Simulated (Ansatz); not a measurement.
# Sb at several levels of theory

One geometry, relaxed with PBE+D3(BJ), and single points on it; plane waves with PAW potentials in Ansatz, scalar-relativistic unless the row names spin-orbit coupling. No spin polarisation. Meshes are on the primitive cell of 2 atoms. Gaps are the least over mesh and band path; pressure is positive in compression. Smearing is Gaussian, 0.10 eV. Rows that don't name D3 lack it, which shows in their pressure.

```xyz
2
Lattice="2.1616 1.2480 3.6797 -2.1616 1.2480 3.6797 0.0000 -2.4960 3.6797" Properties=species:S:1:pos:R:3 pbc="T T T"
Sb    0.0000    0.0000    2.6069
Sb    0.0000    0.0000    8.4322
```

```json
{"level": "PBE+D3(BJ)", "cutoff (eV)": "420", "k mesh": "12×12×12", "gap (eV)": "0", "pressure (GPa)": "0.0", "rough cost with bands (core-min)": "0.6"}
```

Question: What do r2SCAN, PBE+D3(BJ) with spin-orbit coupling, PBEsol give on the same cell?

Answer:
| level | cutoff (eV) | k mesh | gap (eV) | pressure (GPa) | rough cost with bands (core-min) |
| --- | --- | --- | --- | --- | --- |
| r2SCAN | 500 | 12×12×12 | 0 | 1.6 | 1 |
| PBE+D3(BJ) with spin-orbit coupling | 420 | 12×12×12 | 0 | 0.1 | 1.3 |
| PBEsol | 420 | 12×12×12 | 0 | 0.0 | 0.6 |

Spin-orbit coupling is left out except in a row that names it, which matters for the bands of heavy elements.